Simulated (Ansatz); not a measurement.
Input file for Ansatz (a first-principles code):

Ansatz 0.2 input:
```yaml
crystal:
  lattice:
    - [1.373641002, 0.7930720023, 5.975626349]
    - [-1.373641002, 0.7930720023, 5.975626349]
    - [0.0, -1.5861440045, 5.975626349]
  atoms:
    - { symbol: Co, position: [0.5, 0.5, 0.5] }
    - { symbol: Pd, position: [0.0, 0.0, 0.0] }
    - { symbol: N, position: [0.8911982223, 0.8911982223, 0.8911982223] }
    - { symbol: N, position: [0.1088017777, 0.1088017777, 0.1088017777] }
kpoints:
  mp_grid: { grid: [17, 17, 17] }
hamiltonian:
  xc: pbesol
  pseudopotentials: { kind: paw }
scf:
  occupations: { method: fermi_dirac, width: 0.1 }
phonons:
  method: dfpt
  response_accuracy: low
  eigenvectors: true
  rigid_motions: translations
```

Output (shortened):

```
zone centre: on kpoints.mp_grid the ground state, and the responses unless they are solved on pairs of k-points, stand on 1305 of the mesh's 4913 k-points, …
Pseudopotentials: kind: paw
Pseudopotential: Co, paw, valence charge 17
Pseudopotential: Pd, paw, valence charge 18
Pseudopotential: N, paw, valence charge 5
Functional definition: PBEsol
Crystal: 4 atoms, lattice volume = 39.059 Å³
Basis set: ecut = 420 eV, 745 PW (Γ), exchange–correlation on 90×90×90 points (8 copies of the dense FFT grid, shifted against one another)
Bands: 27, of which v1, the nominal top of the filled ones, is band 23 counted from 1 (22 counted from 0)
Symmetry: 12 space group operations
k-points: 1305 of 4913 (irreducible under 2 space group operations, time reversal used)
PAW frozen core: Co, regenerated for the run's functional, and the local potential with it
PAW frozen core: Pd, regenerated for the run's functional, and the local potential with it
PAW frozen core: N, regenerated for the run's functional, and the local potential with it
Initial wavefunctions: pseudopotential atomic-orbital guess
Eigensolver: davidson
Functional: x = pbesol(κ = 0.804, μ = 0.12345679012345678), c = pbesol(β = 0.046)
SCF iter   1: F=—  HF=-12755.322379 eV  |F-HF|=—  |Δ(HF+E_count)|=         —  Δρ=2.46e-2  dr2=1.98e-1  ethr=1.77e-3  ⟨swp⟩=5.9  Hψ=141801  notcnv=0
all-band conjugate gradients solve this SCF's bands
preconditioner: auto → Kerker (q_TF=auto, 2.793 Å⁻¹)
SCF iter   2: F=—  HF=-12755.293538 eV  |F-HF|=—  |Δ(HF+E_count)|=   2.88e-2  Δρ=1.26e-2  dr2=5.60e-2  ethr=4.39e-4  ⟨swp⟩=1.9  Hψ=48224  notcnv=0
SCF iter   3: F=—  HF=-12755.284803 eV  |F-HF|=—  |Δ(HF+E_count)|=   8.74e-3  Δρ=1.52e-3  dr2=9.07e-4  ethr=1.24e-4  ⟨swp⟩=2.0  Hψ=51392  notcnv=0
SCF iter   4: F=—  HF=-12755.284714 eV  |F-HF|=—  |Δ(HF+E_count)|=   8.89e-5  Δρ=5.73e-4  dr2=1.53e-4  ethr=2.01e-6  ⟨swp⟩=2.1  Hψ=62275  notcnv=0
SCF iter   5: F=—  HF=-12755.284694 eV  |F-HF|=—  |Δ(HF+E_count)|=   2.03e-5  Δρ=1.69e-4  dr2=2.88e-5  ethr=3.39e-7  ⟨swp⟩=2.3  Hψ=50645  notcnv=0
SCF iter   6: F=—  HF=-12755.284687 eV  |F-HF|=—  |Δ(HF+E_count)|=   6.59e-6  Δρ=5.76e-5  dr2=2.32e-6  ethr=6.40e-8  ⟨swp⟩=1.0  Hψ=35235  notcnv=0
SCF iter   7: F=—  HF=-12755.284711 eV  |F-HF|=—  |Δ(HF+E_count)|=   2.39e-5  Δρ=2.46e-5  dr2=4.82e-7  ethr=5.15e-9  ⟨swp⟩=2.4  Hψ=58199  notcnv=0
SCF iter   8: F=—  HF=-12755.284711 eV  |F-HF|=—  |Δ(HF+E_count)|=   3.45e-8  Δρ=9.97e-6  dr2=6.69e-8  ethr=1.07e-9  ⟨swp⟩=1.0  Hψ=35235  notcnv=0
SCF iter  12: F=-12755.284711 eV  HF=-12755.284711 eV  |F-HF|=3.64e-12  |Δ(HF+E_count)|=  3.64e-12  Δρ=6.43e-8  dr2=2.01e-12  ethr=1.00e-12  ⟨swp⟩=4.4  Hψ=155517  notcnv=0
SCF 1 converged in 12 iterations: F = -12755.284711 eV  dr2 = 2.01e-12
DFPT response loops at Γ: preconditioner auto → Kerker (q_TF=auto, 2.793 Å⁻¹) (partly filled bands, converged f_vac=0.000) …
SCF converged after 12 iterations
Free energy (F): -12755.284711 eV
Harris-Foulkes:  -12755.284711 eV  (|F-HF|=3.64e-12)
Internal energy: -12755.182536 eV  (E = F + TS)
E sigma→0 (E₀):  -12755.233624 eV
Entropy (-TS):   -0.102175 eV (-25.544 meV/atom)
Fermi energy:    15.742422 eV
--- Per-component energies (eV) ---
  E_band       = -450.202920
  E_kinetic    = 1223.622335
  E_local      = -5608.570099  (includes V_loc(G=0)·N_el)
  E_nonlocal   = 760.288860
  E_hartree    = 2292.525502
  E_xc         = -444.191622
  E_vxc        = -567.407239  (∫ρ·V_xc dr)
  E_paw        = -5405.167600  (= ΣΔE_a)
  E_vpaw       = -843.188262  (= ΣTr[D̂ρ^β])
  E_aug_tail   = 0.000524  (compensation charges beyond the density's cutoff)
  E_ewald      = -5574.237576
  E_core_change = 0.547141  (= ΣΔE_core)
  E_smearing   = -0.102175  (= −TS)
  E_closure    = 0.000000  (closes the sum)
  Σ components = -12755.284711   (vs F -12755.284711, Δ=0.00e0)
  [band-id]    e_kinetic+e_local+e_nonlocal+2·e_hartree+e_vxc+e_vpaw+e_augmentation_tail = -450.202877   (vs E_band -450.202920, Δ=4.28e-5)
--- Band table (eV; the first three rows and the last of 1305) ---
  k-point 0: bands = ["-79.6103", "-69.0813", "-43.0161", "-43.0161", "-42.9317", "-35.1965", "-34.4572", "-34.4572", "-1.4237", "1.3481", "7.5815", "10.0495", "10.7919", "10.7919", "12.7790", "12.7790", "13.8463", "13.8463", "13.8999", "14.1336", "14.1336", "14.4904", "15.8203", "15.8203", "19.5535", "19.5535", "21.6797"]
  k-point 1: bands = ["-79.6099", "-69.0801", "-43.0196", "-43.0169", "-42.9312", "-35.1952", "-34.4680", "-34.4599", "-1.3594", "1.3663", "7.6404", "10.1420", "10.6579", "10.8179", "12.7275", "12.8483", "13.7443", "13.8392", "14.0149", "14.0224", "14.0387", "14.4927", "15.7805", "15.9076", "19.4057", "19.5026", "21.6992"]
  k-point 2: bands = ["-79.6089", "-69.0766", "-43.0296", "-43.0193", "-42.9297", "-35.1914", "-34.4988", "-34.4674", "-1.1694", "1.4185", "7.8111", "10.3330", "10.3993", "10.8909", "12.5854", "13.0467", "13.4311", "13.7426", "13.7728", "13.8449", "14.2299", "14.5562", "15.7160", "16.0946", "19.0442", "19.3662", "21.7412"]
  k-point 1304: bands = ["-79.6099", "-69.0801", "-43.0196", "-43.0169", "-42.9312", "-35.1953", "-34.4680", "-34.4599", "-1.0830", "0.7566", "9.2704", "10.0982", "10.5760", "10.9569", "11.7572", "12.7372", "12.8568", "13.1320", "13.2292", "14.0173", "14.0370", "15.4227", "16.7199", "16.7699", "18.9602", "19.0583", "22.3550"]
  band table: 27 of 27 bands, residual norms ≤ 1.0e-3 eV
--- Phonons (Γ-DFPT): 6 representative perturbations + reference, on 1305 of 4913 k-points (Σ response iterations 18) ---
  k mesh reduced under 2 symmetry operations, with k and −k counted as one. Each operation leaves every solved perturbation unchanged …
  ASR residual: 6.001e-4 → 0.000e0 eV/Å²; symmetrization residual: 4.326e-5 eV/Å²
  ASR residual per site (eV/Å²): 5.80e-4 6.00e-4 7.97e-5 7.97e-5
  Γ frequencies (cm⁻¹): 0.00 0.00 0.00 45.82 45.82 251.60 251.60 283.82 428.35 428.35 575.07 761.36
  non-analytic LO–TO correction: not included (Born effective charges unavailable; polar crystals: no LO–TO splitting at Γ)
```

Cost: very roughly 40 core-minutes on shared cores.

Space group R-3m. The start of the workflow was typed in or built on a structure type; neither database checked (COD, Materials Project) lists it. Its standing as an ambient phase is unchecked. Symmetry was held in the PBEsol relaxation; its stability against distortions is not shown here. No spin polarisation was allowed. Its formation energy is positive at this level, so the cell may be metastable or incomplete. With an odd number of electrons in the cell and no spin polarisation, the count alone makes it a metal. As this level gives no gap, phonon frequencies hold no LO–TO term and depend on the k-mesh and smearing (Fermi–Dirac, 0.1 eV here). Scalar-relativistic: spin–orbit coupling is off unless named, which matters more the heavier the elements.

Potentials: the later of the program's two PAW sets.

Ansatz is a plane-wave DFT program.
